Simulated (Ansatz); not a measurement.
FeS$_{2}$ (pyrite type, space group Pa-3)

```yaml
crystal:
  lattice:
    - [5.40354, 0.00000, 0.00000]
    - [0.00000, 5.40354, 0.00000]
    - [0.00000, 0.00000, 5.40354]
  atoms:
    - { symbol: Fe, position: [0.00000, 0.00000, 0.00000] }
    - { symbol: Fe, position: [0.50000, 0.50000, 0.00000] }
    - { symbol: Fe, position: [0.00000, 0.50000, 0.50000] }
    - { symbol: Fe, position: [0.50000, 0.00000, 0.50000] }
    - { symbol: S, position: [0.38261, 0.38261, 0.38261] }
    - { symbol: S, position: [0.88261, 0.11739, 0.61739] }
    - { symbol: S, position: [0.61739, 0.88261, 0.11739] }
    - { symbol: S, position: [0.11739, 0.61739, 0.88261] }
    - { symbol: S, position: [0.61739, 0.61739, 0.61739] }
    - { symbol: S, position: [0.11739, 0.88261, 0.38261] }
    - { symbol: S, position: [0.38261, 0.11739, 0.88261] }
    - { symbol: S, position: [0.88261, 0.38261, 0.11739] }
```

The volume is varied about the relaxed value V₀ at fixed cell shape. The atoms relax within the cell's symmetry.

Computed with PBE (plane waves to 420 eV, PAW, scalar-relativistic; Ansatz, an electronic-structure program). k mesh 5×5×5 (Γ-centred), Fermi-Dirac smearing 0.05 eV. Compression counts positive. FeS2 is run without spin polarisation. FeS2 was relaxed with its symmetry unable to fall. The PAW data are Ansatz's earlier set.

At one point of the scan the stress tensor (GPa) is:

```
  -16.3      0.0      0.0
    0.0    -16.3      0.0
    0.0      0.0    -16.3
```

Task: Which point is it?
A) V/V₀ = 1.080
B) V/V₀ = 1.040
C) V/V₀ = 1.160
D) V/V₀ = 1.120

Result: C, V/V₀ = 1.160

(Under strain, the slope of the energy per volume gives the stress and its curvature an elastic modulus.)
